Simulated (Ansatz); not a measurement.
CaAs4Rh6:
```
CaAs4Rh6
1.0
    7.22568     0.00000     0.00000
   -3.61284     6.25762     0.00000
    0.00000     0.00000     3.77489
Ca As Rh
1 4 6
Cartesian
  0.00000   0.00000   0.00000
  5.18745   1.17677   1.88744
  2.03823   1.17677   1.88744
  3.61284   3.90408   1.88744
  0.00000   4.17175   0.00000
 -1.44458   5.00577   1.88744
  1.44458   5.00577   1.88744
  0.00000   2.50370   1.88744
  3.61284   0.43687   0.00000
  2.18476   2.91038   0.00000
  5.04092   2.91038   0.00000
```

Relaxed with r²SCAN. Special points in fractions of this cell's reciprocal vectors: Γ (0.000, 0.000, 0.000); M (0.500, 0.000, 0.000); K (0.333, 0.333, 0.000); A (0.000, 0.000, 0.500); L (0.500, 0.000, 0.500); H (0.333, 0.333, 0.500).

### Question
List the band energies nearest the Fermi level at these points for DFT-r²SCAN in the program Ansatz with PAW potentials.

### Answer
In eV from the Fermi level; about four levels below and three above (degenerate sets whole), none deeper than 8.9 eV; points with the same levels are listed once.

| k | below | above |
|---|---|---|
| Γ | -1.40 -1.40 -0.73 -0.73 -0.60 | 1.02 1.02 1.56 |
| M | -1.12 -0.64 -0.46 -0.17 | 0.33 0.54 1.73 |
| K | -1.09 -0.98 -0.31 -0.24 | 0.49 0.77 1.19 |
| A | -1.20 -1.20 -0.66 -0.66 -0.24 | 1.04 1.04 1.10 |
| L | -1.47 -1.46 -1.45 -0.03 | 0.26 0.37 1.29 |
| H | -1.77 -1.48 -0.57 -0.36 | 0.35 0.62 0.81 |

Space group P-6m2. The workflow started from a Materials Project entry (that database holds measured and hypothetical structures alike); the Crystallography Open Database files this formula in space group No. 187, but the cells were not matched. Its standing as an ambient phase is unchecked. The cell was relaxed with r²SCAN under the symmetry of its start; its stability against distortions is not shown here. The run is not spin-polarised. Scalar-relativistic: spin–orbit coupling is off unless named, which matters more the heavier the elements.

Potentials: the later of the program's two PAW sets.
